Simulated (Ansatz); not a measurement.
BeSe, in the lowest among the structures calculated here: F-43m (No. 216), cF8, zinc blende type; a = b = c = 5.178 Å, α = β = γ = 90.00°; Se 4c (0.250, 0.250, 0.250); Be 4a (0.000, 0.000, 0.000). These are PBE (plane waves to 420 eV, PAW, scalar-relativistic; Ansatz, a program for electronic structure) values and carry that method's errors. Element references, the lowest calculated here: Be (P6₃/mmc), Se (P3₁21).

What formation energy of this F-43m form of BeSe from the elements does PBE give?

-0.80 eV/atom.

Static energies, no anion corrections, no zero-point energy. Values are rounded to 0.01 eV/atom. The compounds carry no spin polarisation.
